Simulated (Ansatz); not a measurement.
SiGeC2:
Space group P-4m2 (No. 115); a = 3.156 Å, b = 3.156 Å, c = 4.453 Å, α = 90.00°, β = 90.00°, γ = 90.00°

| atom | site | symmetry | x | y | z |
|---|---|---|---|---|---|
| Ge | 1c | -4m2 | 0.5000 | 0.5000 | 0.5000 |
| Si | 1a | -4m2 | 0.0000 | 0.0000 | 0.0000 |
| C | 2g | 2mm. | 0.0000 | 0.5000 | 0.2363 |

Relaxed at zero pressure with DFT-PBEsol in the program Ansatz with PAW potentials.

Task: The volume is raised by 6 % and shape and atoms relax at that volume. What pressure results, and how do the axes share the change?

Result: -10.5 GPa; a 1.9 %, b 1.9 %, c 2.0 %; the energy rises by 23 meV/atom.

Task: Give the new structure.

Result: 
Space group P-4m2 (No. 115); a = b = 3.2170 Å, c = 4.5427 Å, α = β = γ = 90.00°

```tsv
atom	site	symmetry	x	y	z
Ge	1c	-4m2	0.5000	0.5000	0.5000
Si	1a	-4m2	0.0000	0.0000	0.0000
C	2g	2mm.	0.0000	0.5000	0.2363
```

The phase is kept; no other phase was compared at this pressure.

The start of the workflow was typed in or built on a structure type; neither database checked (COD, Materials Project) lists it. Whether it is the stable phase at ambient conditions was not checked. The cell was relaxed with PBEsol under the symmetry of its start; its stability against distortions is not shown here.

Potentials: the later of the program's two PAW sets.
